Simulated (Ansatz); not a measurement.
A generated cell, not matched to a known phase here, of HfH$_{2}$: Cmcm (No. 63), oS12; a = 3.031 Å, b = 11.442 Å, c = 3.001 Å, α = 90.00°, β = 90.00°, γ = 90.00°; H 4c (0.000, 0.081, 0.250); H 4c (0.000, 0.247, 0.750); Hf 4c (0.000, 0.373, 0.250). These are PBEsol (plane waves to 420 eV, PAW, scalar-relativistic; Ansatz, a quantum-chemistry and plane-wave program) values and carry that method's errors. Element references, the lowest calculated here: Hf (P6₃/mmc), H (Pa-3, a generated molecular cell); gases are represented by their molecular solids.

### Question
What formation energy of this Cmcm form of HfH2 from the elements does PBEsol give?

### Answer
-0.27 eV/atom.

A lower structure of this composition may exist.

Static energies, no anion corrections, no zero-point energy. Values are rounded to 0.01 eV/atom. Not shown to be the ambient phase of their composition (a lower form may be missing, and a cell relaxed within its start's symmetry can be a saddle point): HfH2 (Cmcm). Spin-orbit coupling is missing from these energies, which matters for elements this heavy. The compounds carry no spin polarisation.
